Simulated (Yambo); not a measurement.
Yambo run on MoCl₆ (space group P-31m, No. 162). The wavefunctions are norm-conserving LDA (Quantum ESPRESSO, 80 Ry, scalar-relativistic) ones on a 3×3×2 mesh (28 occupied bands); a = b = 6.173 Å, c = 5.666 Å, α = β = 90.00°, γ = 120.00°.

Yambo input:

```
rim_cut
gw0
dyson
el_el_corr
HF_and_locXC
ppa
em1d
RandQpts= 1000000
RandGvec= 1 Ry
EXXRLvcs= 80 Ry
VXCRLvcs= 320 Ry
Chimod= "HARTREE"
% BndsRnXp
 2 | 95 |
%
NGsBlkXp= 6 Ry
% LongDrXp
 1.0 | 1.0 | 1.0 |
%
PPAPntXp= 27.2114 eV
% GbndRnge
 1 | 197 |
%
GTermKind= "BG"
DysSolver= "n"
ExtendOut
% QPkrange
 1 | 1 | 28 | 29 |
 5 | 5 | 28 | 28 |
%
```

k points by index: 1 = Γ, 5 = K.

The o-*.qp file then holds:

```
#    K-point    Band    Eo [eV]    E [eV]    E-Eo [eV]    Vxc [eV]    Vnlxc [eV]    Sc|Eo [eV]    Sc|E [eV]    dSc/dw|Eo [eV]    Re(Z)    Im(Z)
#
    1    28    -0.138826    -0.712151    -0.573324    -14.81379    -18.62114    3.051742    3.234031    -8.649501    0.758800    -0.001790
    1    29    0.944918    1.985688    1.040771    -16.62157    -11.91966    -3.335358    -3.661143    -8.516413    0.761625    -0.002046
    5    28    0.000000    -0.587152    -0.587152    -14.62975    -18.72310    3.313989    3.506192    -8.905029    0.753431    -0.001840
```
(The two width columns are left out.) Convergence of these settings isn't established.

Spin-orbit coupling is not included.

Geometry of the Materials Project entry, not relaxed at this level.

The structure is a Materials Project entry; no match was found in the copy of COD used, and its stability was not checked.
